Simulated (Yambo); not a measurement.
Yambo run on BaS (rock salt, space group Fm-3m, No. 225). The wavefunctions are norm-conserving PBEsol (Quantum ESPRESSO, 57 Ry, with spin-orbit coupling) ones on a 4×4×4 mesh (16 occupied bands); a = 4.4755 Å, b = 4.4755 Å, c = 4.4755 Å, α = 60.00°, β = 60.00°, γ = 60.00°.

Yambo input:

```
gw0
dyson
el_el_corr
HF_and_locXC
ppa
em1d
EXXRLvcs= 56.6 Ry
VXCRLvcs= 226.4 Ry
Chimod= "HARTREE"
% BndsRnXp
 1 | 238 |
%
NGsBlkXp= 8 Ry
% LongDrXp
 1.0 | 1.0 | 1.0 |
%
PPAPntXp= 27.2114 eV
% GbndRnge
 1 | 238 |
%
GTermKind= "BG"
DysSolver= "n"
ExtendOut
% QPkrange
 1 | 1 | 16 | 16 |
 7 | 7 | 16 | 17 |
%
```

k points by index: 1 = Γ, 7 = X.

Resulting energies as the program prints them:

```
#    K-point    Band    Eo [eV]    E [eV]    E-Eo [eV]    Vxc [eV]    Vnlxc [eV]    Sc|Eo [eV]    Sc|E [eV]    dSc/dw|Eo [eV]    Re(Z)    Im(Z)
#
    1    16    0.000000    -0.921592    -0.921592    -12.55107    -15.26749    1.555782    1.794830    -7.057502    0.794053    -0.001340
    7    16    -0.050184    -0.996647    -0.946463    -12.55749    -15.32161    1.574002    1.817652    -7.004374    0.795286    -0.001337
    7    17    1.989870    2.469662    0.479792    -8.205008    -4.230430    -3.399148    -3.494786    -5.422862    0.833827    -0.001199
```
(The two width columns are left out.) Convergence of these settings isn't established.

Geometry relaxed with PBEsol.
